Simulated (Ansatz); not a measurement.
ScOF in space group P2_1/c (No. 14; Sc on 4e, O on 4e, F on 4e), LDA in the plane-wave PAW code Ansatz. The conduction-band minimum lies at Y2, with 1 equivalent valley. Second derivatives d²E/dk² of the lowest band at one valley (eV·Å²), along Cartesian directions:

```json
[
 {"direction": "[100]", "d²E/dk²": "4.196"},
 {"direction": "[010]", "d²E/dk²": "2.364"},
 {"direction": "[001]", "d²E/dk²": "3.196"},
 {"direction": "[110]", "d²E/dk²": "3.279"},
 {"direction": "[101]", "d²E/dk²": "4.370"},
 {"direction": "[011]", "d²E/dk²": "2.778"}
]
```

Find the principal effective masses, the density-of-states mass and the conductivity mass.

Off-diagonal terms follow from H_xy = H[110] − (H_xx + H_yy)/2, and m*/mₑ = 7.620 eV·Å² over each eigenvalue: 1.7, 2.7, 3.2. One valley's DOS mass (m₁m₂m₃)^(1/3) = 2.4, conductivity mass 3/(Σ 1/mᵢ) = 2.3 mₑ.

What effective density of states Nc follows at 300 K for parabolic valleys?

Nc = 2.509e19 × 1 × (2.4)^(3/2) ≈ 9.3e19 cm⁻³.

With the computed static dielectric constant 12.0 (mean of the diagonal), estimate a hydrogenic donor's binding energy and radius.

E = 13.606 eV × 2.3/12.0² ≈ 220 meV; a = 0.529 Å × ε/m* ≈ 2.8 Å. Semilocal masses tend to be too small where the gap is.

The workflow started from a Materials Project entry (that database holds measured and hypothetical structures alike); the Crystallography Open Database copy checked does not list it. Its standing as an ambient phase is unchecked. The LDA relaxation kept the symmetry of its start; of distortions, only those at the zone centre were tested. No spin polarisation was allowed.

Potentials: the later of the program's two PAW sets.
